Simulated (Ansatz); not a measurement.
Property card for BeS

BeS:
```xyz
4
Lattice="3.4392 0.0000 0.0000 -1.7196 2.9784 0.0000 0.0000 0.0000 5.6666" Properties=species:S:1:pos:R:3 pbc="T T T"
Be     0.0000     1.9856     5.6642
S      1.7196     0.9928     0.7108
Be     1.7196     0.9928     2.8309
S      0.0000     1.9856     3.5441
```

Space group P6_3mc (No. 186), wurtzite; conventional cell a = b = 3.439 Å, c = 5.667 Å, α = β = 90.00°, γ = 120.00°.

Method: the program Ansatz at the PBE level (PAW). Structure relaxed to zero pressure with the same functional. Other levels are named where they apply.

**Cell and energy**

```yaml
volume_per_atom: 14.51 Å³
density: 2.35 g/cm³
Formation energy from the elements (no fitted shifts): -1.07 eV/atom
```

**Electronic structure**

```yaml
band_gap: 3.71 eV (indirect)
valence_band_maximum: at Γ
conduction_band_minimum: at K (2 equivalent valleys)
smallest_direct_gap_on_the_standard_path: 5.08 eV
electron_effective_mass: 0.31, 0.53, 0.53 mₑ (principal values)
Hole effective mass, band 1 of 2 at the edge: 1.5 along x, 1.4 along z (mₑ)
Hole effective mass, band 2 of 2 at the edge: 0.27 along x, 1.4 along z (mₑ)
```

**Mechanics**

```yaml
Bulk modulus (Birch–Murnaghan fit): 92.6 GPa
Pressure derivative B′: 3.8
```

The start of the workflow was typed in or built on a structure type; neither database checked (COD, Materials Project) lists it. COD files the formula under space group No. 216. Its standing as an ambient phase is unchecked. The PBE relaxation kept the symmetry of its start; its stability against distortions is not shown here. The references are the lowest solids computed at this level, not always the standard phases.

Potentials: the earlier of the program's two PAW sets.
